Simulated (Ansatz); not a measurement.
Here is the system:

CdTe:
```
CELL_PARAMETERS angstrom
      4.63199     0.00000     0.00000
     -2.31600     4.01142     0.00000
      0.00000     0.00000     7.59528
ATOMIC_POSITIONS crystal
  Cd 0.33333 0.66667 0.00029
  Cd 0.66667 0.33333 0.50029
  Te 0.33333 0.66667 0.37471
  Te 0.66667 0.33333 0.87471
```

This is the r²SCAN-relaxed structure. Tensor components refer to the Cartesian frame of this cell.

Problem. All from r²SCAN (plane waves, PAW; program Ansatz), unless another level is named. Give the hole effective mass, band 1 of 2 at the edge.

Solution. 1.2 along x, 1.2 along z (mₑ).

Problem. Give the weight of the valence-edge state by species (Voronoi cells).

Solution. Te 82 %, Cd 18 %.

Problem. Predict the valence-band maximum.

Solution. at Γ.

Space group P6_3mc (wurtzite). The workflow started from a Materials Project entry (that database holds measured and hypothetical structures alike); the Crystallography Open Database copy checked does not list it. It is not the phase usual at ambient conditions (space group No. 216). Symmetry was held in the r²SCAN relaxation; its stability against distortions is not shown here. Scalar-relativistic: spin–orbit coupling is off unless named, which matters more the heavier the elements.

Potentials: the later of the program's two PAW sets.

Edges and masses are those of Kohn–Sham bands, whose gap is no quasiparticle gap.
